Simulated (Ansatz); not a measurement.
The cell is a measured one (Crystallography Open Database entry 9009658); the temperature and pressure of the measurement aren't taken into account, and nothing was relaxed.

An input for Bi: DFT, LDA, all-electron LAPW, scalar-relativistic (Ansatz 0.2.0).

Command: `ansatz run input.yaml --threads 1 --pin off --max-ram 3072MiB --backend cpu --events-out ev --progress --plain --runs-dir out` The run took 2.3 min on 1 thread of Arm Neoverse V1 (shared host), peak memory 0.8 GiB.

```yaml
crystal:
  lattice:
    - [2.2729996784, 1.3123169762, 3.954]
    - [-2.2729996784, 1.3123169762, 3.954]
    - [0.0, -2.6246339523, 3.954]
  atoms:
    - { symbol: Bi, position: [0.23389, 0.23389, 0.23389] }
    - { symbol: Bi, position: [0.76611, 0.76611, 0.76611] }
kpoints:
  mp_grid: { grid: [11, 11, 11] }
  band_path:
    path:
      - [0.0, 0.0, 0.0]
      - [0.5, 0.5, 0.5]
      - [0.7598966753, 0.2401033247, 0.5]
      - [0.5, -0.2401033247, 0.2401033247]
      - [0.5, 0.0, 0.0]
      - [0.0, 0.0, 0.0]
      - [0.3700516624, -0.3700516624, 0.0]
      - [0.6299483376, 0.0, 0.3700516624]
      - [0.5, 0.0, 0.5]
    npoints: 14
scf:
  occupations: { method: fermi_dirac, width: 0.03 }
hamiltonian:
  xc: lda
  pseudopotentials: { kind: all_electron, lapw: { basis_error: 0.00025 } }
output:
  forces: true
  stress: true
  eigenvalues: true
  fatbands: true
  populations: true
  dos: { projected: true, de: 0.2, e_range: [-14, 8] }
```

Set-up and iterations as logged by Ansatz (the results part is left out, to be predicted):

```
Bi: projections on atomic orbitals take those of the free atom 1s2 2s2 2p6 3s2 3p6 3d10 4s2 4p6 4d10 4f14 5s2 5p6 5d10 6s2 6p3, of charge +0.00 (hamiltonian.pseudopotentials.projection_atoms)
LAPW: plane waves up to 8.049 Å⁻¹, error target 2.5e-4 eV per atom; small_component_spin mean_spin; Bi in spheres of 1.536 Å, 37 of its electrons in bands, Dirac shells []
Engine: ansatz 0.2.0
Pseudopotentials: kind: all_electron
Pseudopotential: Bi, LAPW, valence charge 37, Koelling and Harmon's equation, gaussian nucleus
Functional definition: SPW92
  exchange = slater_x
  correlation = pw_c
Crystal: 2 atoms, lattice volume = 70.766 Å³
Basis set: ecut = 246.81280555152 eV, 617 PW (Γ), FFT grids on a1−a3, a2−a3, a3, exchange–correlation at level 2
Bands: 45, of which v1, the nominal top of the filled ones, is band 37 counted from 1 (36 counted from 0)
Symmetry: 12 space group operations
Space group: R-3m (ITA 166), of the structure as read, at distance tolerance 4.1e-5 Å
k-points: 146 of 1331
Non-local potential: Bi, projectors of the file, none
Initial density: superposition of atomic densities (chi_scale 0.1, normalization cell)
Initial wavefunctions: plane waves of lowest kinetic energy (no species holds an atomic orbital)
Functional: x = slater, c = lda
iter 1 solved again at ethr=7.08e-5 eV; its pass at ethr=1.00e-1 eV (dr2=5.24e-2 eV) is discarded
SCF iter   1: F=—  HF=-1170791.027305 eV  |F-HF|=—  |Δ(HF+E_count)|=         —  Δρ=8.96e-3  dr2=5.26e-2  ethr=7.08e-5  ⟨swp⟩=3.0  Hψ=41116  notcnv=0
SCF iter   2: F=—  HF=-1170791.012120 eV  |F-HF|=—  |Δ(HF+E_count)|=   1.52e-2  Δρ=5.19e-3  dr2=2.04e-2  ethr=7.08e-5  ⟨swp⟩=2.0  Hψ=19136  notcnv=0
iter 3 solved again at ethr=9.80e-7 eV; its pass at ethr=2.76e-5 eV (dr2=7.25e-4 eV) is discarded
SCF iter   3: F=—  HF=-1170791.009041 eV  |F-HF|=—  |Δ(HF+E_count)|=   3.08e-3  Δρ=1.02e-3  dr2=7.24e-4  ethr=9.80e-7  ⟨swp⟩=2.0  Hψ=32961  notcnv=0
SCF iter   4: F=—  HF=-1170791.008014 eV  |F-HF|=—  |Δ(HF+E_count)|=         —  Δρ=2.52e-4  dr2=7.24e-5  ethr=9.79e-7  ⟨swp⟩=2.0  Hψ=19129  notcnv=0
the basis was enlarged: its passes take 303.6 KiB over the memory plan, 1 of 1 planned eigensolver slots
SCF iter   5: F=—  HF=-1170791.008009 eV  |F-HF|=—  |Δ(HF+E_count)|=   4.87e-6  Δρ=7.94e-5  dr2=7.58e-6  ethr=9.78e-8  ⟨swp⟩=2.0  Hψ=19129  notcnv=0
SCF iter   6: F=—  HF=-1170791.008008 eV  |F-HF|=—  |Δ(HF+E_count)|=   6.61e-7  Δρ=1.79e-5  dr2=3.26e-7  ethr=1.02e-8  ⟨swp⟩=2.1  Hψ=19138  notcnv=0
SCF iter   7: F=-1170791.008009 eV  HF=-1170791.008009 eV  |F-HF|=4.66e-9  |Δ(HF+E_count)|=   1.90e-7  Δρ=2.59e-6  dr2=6.05e-9  ethr=4.40e-10  ⟨swp⟩=2.9  Hψ=19429  notcnv=0
```

Task: What pressure will this run report?

Result: -1.83 GPa (positive in compression).

Task: How large will the largest force be?

Result: 0.040 eV/Å.

Task: Is there a band gap?

Result: None at this level of theory (metallic, semimetallic, or a small gap that the functional closes).
